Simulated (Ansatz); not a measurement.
PtAu:
```
PtAu
1.0
    2.78154     0.00000     0.00000
   -1.39077     2.40889     0.00000
    0.00000     0.00000     4.77611
Pt Au
1 1
Direct
  0.66667   0.33333   0.00000
  0.00000   0.00000   0.50000
```

Relaxed with PBEsol. Special points in fractions of this cell's reciprocal vectors: Γ (0.000, 0.000, 0.000); M (0.500, 0.000, 0.000); K (0.333, 0.333, 0.000); A (0.000, 0.000, 0.500); L (0.500, 0.000, 0.500); H (0.333, 0.333, 0.500).

Question: List the band energies nearest the Fermi level at these points for the program Ansatz at the PBEsol with spin–orbit coupling level (PAW).

Answer: In eV from the Fermi level; about four levels below and three above (degenerate sets whole), none deeper than 8.9 eV; points with the same levels are listed once.

```json
[
 {"k": "Γ", "below": "-1.00 -1.00 -0.22 -0.22", "above": "4.05 4.05 14.95 14.95"},
 {"k": "M", "below": "-1.35 -1.35 -0.58 -0.58", "above": "0.48 0.48 1.45 1.45"},
 {"k": "K", "below": "-1.30 -1.21 -1.10 -0.85", "above": "3.37 3.43 3.90"},
 {"k": "A", "below": "-0.95 -0.95 -0.42 -0.42", "above": "11.12 11.12 11.55 11.55"},
 {"k": "L", "below": "-1.32 -1.32 -0.85 -0.85", "above": "0.44 0.44 0.85 0.85"},
 {"k": "H", "below": "-1.34 -1.11 -0.56 -0.37", "above": "5.13 5.45 5.52"}
]
```

Space group P-6m2. The first step of the workflow began from a Materials Project structure, measured or hypothetical; the Crystallography Open Database copy checked does not list it. With Pt and Au taken as one species the cell has the higher symmetry P6_3/mmc, so it may be an ordered model of a mixed-site phase. Its standing as an ambient phase is unchecked. The PBEsol relaxation kept the symmetry of its start; its stability against distortions is not shown here. The run is not spin-polarised.

Potentials: the later of the program's two PAW sets.
